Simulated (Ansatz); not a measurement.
Input:

SnS (GeS type, space group Pnma)

```cif
data_S4Sn4
_chemical_formula_sum 'Sn4 S4'
_space_group_name_H-M_alt 'P 1'
_space_group_IT_number 1
_cell_length_a 11.15496
_cell_length_b 3.99977
_cell_length_c 4.26144
_cell_angle_alpha 90.000
_cell_angle_beta 90.000
_cell_angle_gamma 90.000
loop_
_space_group_symop_operation_xyz
  'x, y, z'
loop_
_atom_site_label
_atom_site_type_symbol
_atom_site_fract_x
_atom_site_fract_y
_atom_site_fract_z
_atom_site_occupancy
Sn1 Sn 0.61841 0.75000 0.61182 1
Sn2 Sn 0.88159 0.25000 0.11182 1
Sn3 Sn 0.38159 0.25000 0.38818 1
Sn4 Sn 0.11841 0.75000 0.88818 1
S1 S 0.35287 0.75000 0.97527 1
S2 S 0.14713 0.25000 0.47527 1
S3 S 0.64713 0.25000 0.02473 1
S4 S 0.85287 0.75000 0.52473 1
```

The volume is varied about the relaxed value V₀ at fixed cell shape. The atoms relax within the cell's symmetry.

Computed with PBE-D3(BJ) (plane waves to 420 eV, PAW, scalar-relativistic; Ansatz, a program for electronic structure). k mesh 3×8×8 (Γ-centred), Fermi-Dirac smearing 0.05 eV. Energies are smeared free energies. Stress and pressure are positive under compression. With the shape held, the modulus is that of even scaling; a crystal free to change shape is softer. SnS was relaxed with its symmetry unable to fall. The zero of ΔE is the relaxed starting cell.

The scan covers V/V₀ from 0.900 to 1.100 in 11 points.

Question: What is the fitted pressure derivative B₀′?

Answer: 7.2.

Question: What bulk modulus at fixed cell shape B₀ follows from a third-order Birch-Murnaghan fit?

Answer: 37.4 GPa.

(A scan under strain: stresses follow from slopes of the energy per volume, elastic moduli from its curvatures.)
